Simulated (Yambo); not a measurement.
## Convergence of the G0W0 gap of MgV2O6

G0W0@LDA for MgV2O6 (space group C2/m, No. 12) in Yambo. Reference settings: 4×4×2 Γ-centred k mesh, bands 4 to 141 and a 6 Ry block in the screening, 141 bands in G with the Bruneval-Gonze terminator, plasmon pole fitted at 27.2 eV. The LDA gap (0, 0, -0.5) → (0, -0.5, 0) on this mesh is 2.50 eV; G0W0 gaps are taken between the same points.

| change from the reference | G0W0 gap (0, 0, -0.5) → (0, -0.5, 0) (eV) | shift of the valence edge (eV) | rough Yambo cost |
|---|---|---|---|
| reference settings | 4.64 | -0.50 | 1 |
| 51 bands in W, 51 bands in G | 4.82 | -0.39 | about 1/5 |
| 67 bands in W, 67 bands in G | 4.63 | -0.35 | about 1/3 |
| 88 bands in W, 88 bands in G | 4.62 | -0.40 | within a factor of two |
| 51 bands in W, 51 bands in G, 2 Ry block | 5.79 | -0.80 | about 1/6 |
| 51 bands in W, 51 bands in G, 3 Ry block | 5.28 | -0.55 | about 1/6 |
| 51 bands in W, 51 bands in G, 4 Ry block | 5.09 | -0.48 | about 1/6 |
| 67 bands in W, 67 bands in G, 2 Ry block | 5.62 | -0.72 | about 1/4 |
| 67 bands in W, 67 bands in G, 3 Ry block | 5.09 | -0.48 | about 1/3 |
| 88 bands in W, 88 bands in G, 3 Ry block | 5.07 | -0.50 | about 1/2 |
| 88 bands in W, 88 bands in G, 4 Ry block | 4.87 | -0.44 | about 1/2 |
| 114 bands in W, 114 bands in G, 2 Ry block | 5.61 | -0.76 | within a factor of two |
| 114 bands in W, 114 bands in G, 3 Ry block | 5.07 | -0.53 | within a factor of two |
| 114 bands in W, 114 bands in G, 4 Ry block | 4.87 | -0.48 | within a factor of two |
| 114 bands in W, 114 bands in G, 5 Ry block | 4.69 | -0.46 | within a factor of two |

The reference isn't shown to be the converged limit. Costs are rough (shared machines), scaled to the same edge states, and given only for runs that recompute the screening.

The 3d shell has no Hubbard U; the runs are without spin polarisation, and magnetic order was not tried.

Geometry of the Materials Project entry, not relaxed at this level; primitive cell a = b = 5.194 Å, c = 7.055 Å, α = β = 105.13°, γ = 39.80°.

A shift is the quasiparticle energy of the state minus its LDA energy.
